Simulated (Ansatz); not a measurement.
NbHO3 in space group Pmm2 (No. 25; Pearson symbol oP5), plane-wave PAW r²SCAN (Ansatz code), all energies at zero smearing, with the estimated change up to a 700 eV cutoff added, with one set of potentials and settings (totals compare only within such a set). Cell of 5 atoms (1 Nb, 3 O, 1 H): -6288.741 eV.

```csv
element,reference phase,E (eV/atom)
Nb,"Im-3m, 1 atoms in the cell",-4563.6587
O,"C2/m, 4 atoms in the cell, spin-polarised",-566.0346
H,"P2_12_12_1, 8 atoms in the cell",-15.9453
```

Formation energy per atom, worked out: (-6288.741 − 1×(-4563.6587) − 3×(-566.0346) − 1×(-15.9453))/5 = -2.207 eV/atom (-213 kJ per mol of atoms), at 0 K, without zero-point energy or fitted corrections.

The start of the workflow was typed in or built on a structure type; neither database checked (COD, Materials Project) lists it. Its standing as an ambient phase is unchecked. The cell was relaxed with r²SCAN under the symmetry of its start; its stability against distortions is not shown here. The workflow began spin-polarised and lost its moments. The cell computed holds one magnetic atom, so no antiferromagnetic order was within reach. The references are the lowest solids computed at this level, not always the standard phases (solids in place of the gases).

Potentials: the earlier of the program's two PAW sets.
